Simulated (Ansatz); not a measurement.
# KPd₂Se₂I: rattling a relaxed structure

It was reached by relaxing an invented guess, and it needn't be the stable form of this composition.

The calculation used DFT PBE, scalar-relativistic, plane waves, PAW (Ansatz 0.2.0). Plane waves to 420 eV, a k mesh through Γ of 10×10×10 on the computed 6-atom cell and Gaussian smearing (0.10 eV); no spin polarisation.

The cell below (6 atoms, space group I4/mmm (No. 139)) is relaxed within its symmetry.

```
K Pd Se I
1.0
    -2.41987    2.41987    7.34154
     2.41987   -2.41987    7.34154
     2.41987    2.41987   -7.34154
K Pd Se I
1 2 2 1
Direct
  0.00000 0.00000 0.00000
  0.30351 0.30351 0.00000
  0.69649 0.69649 0.00000
  0.25000 0.75000 0.50000
  0.75000 0.25000 0.50000
  0.50000 0.50000 0.00000
```

For the test it was strained at random (σ = 1.5 % a component), the atoms were moved at random (σ = 0.15 Å), and all was relaxed again on a coarse 6×6×6 mesh (in the run’s order of axes) with 0.20 eV smearing, with no symmetry imposed.

Spin–orbit coupling, which can matter for I, is left out.

**Question.** What happens?

**Answer.** It doesn't return. The energy falls by 18 meV/atom on that mesh, the volume changes by 0.5 %, and the end has space group Cm (No. 8) at a loose tolerance. Relaxed again on an 8×8×4 mesh with 0.10 eV smearing, the new structure lies 17 meV/atom below the first (mesh in the axes of the run's cell; the cell below is made exact in the group named). Space group I4mm (No. 107), tetragonal, a = 4.779 Å, c = 15.088 Å. Around K lie 4 I at 3.53 Å, 1 Pd at 3.66 Å, 4 Se at 3.69 Å and 4 Pd at 3.90 Å; around Pd on its first site lie 4 Se at 2.54 Å, 1 I at 2.94 Å, 4 Pd at 3.79 Å and 4 K at 3.90 Å; around Se lie 4 Pd at 2.54 Å, 4 Se at 3.38 Å and 2 K at 3.69 Å; I is surrounded by 2 Pd at 2.88–2.94 Å and 4 K at 3.53 Å; 1 more site not described.

```
CELL_PARAMETERS angstrom
-2.38967 2.38967 7.54405
2.38967 -2.38967 7.54405
2.38967 2.38967 -7.54405
ATOMIC_POSITIONS crystal
K 0.05554 0.05554 0.00000
Pd 0.68408 0.68408 0.00000
Pd 0.29821 0.29821 0.00000
Se 0.74185 0.24185 0.50000
Se 0.24185 0.74185 0.50000
I 0.48903 0.48903 0.00000
```
